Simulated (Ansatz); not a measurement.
A geometry of Fe away from equilibrium: step 2 of the relaxation of a relaxed Fe cell, doubled along one cell vector, shaken by Gaussian noise of σ = 0.08 Å a coordinate. Computed with PBEsol (plane waves to 420 eV, PAW, scalar-relativistic; Ansatz, an electronic-structure program). Γ-centred k-mesh 15×8×9 on the run's cell (coarser than for final values), Fermi–Dirac smearing 0.05 eV.

```xyz
4
Lattice="2.4314 -0.0010 0.0009 -2.4331 4.1991 0.0020 0.0014 0.0027 3.8455" Properties=species:S:1:pos:R:3:forces:R:3 pbc="T T T" free_energy=-17795.378 pressure_GPa=2.3
Fe     0.0046     1.3428     0.9161   -0.6472    1.0545   -0.7065
Fe    -1.2338     3.5445     0.9056    0.1926   -0.6576   -0.5241
Fe     1.1075     0.7670     2.7868    1.0236   -0.7835    0.6196
Fe     0.0198     2.7966     2.7776   -0.5690    0.3867    0.6111
```

Positions in Å, forces in eV/Å, free energy of the cell in eV (comparable only within this code, potentials and settings). Largest force: 1.43 eV/Å, on Fe1, Fe3 (atoms numbered as listed); the geometry lies 0.04 eV/atom above the end of its relaxation.

No spin polarisation in the result. A magnetic state may lie lower.

The relaxed structure has the type that Fe is known to take under pressure; here it was relaxed at zero pressure, from a generated start.
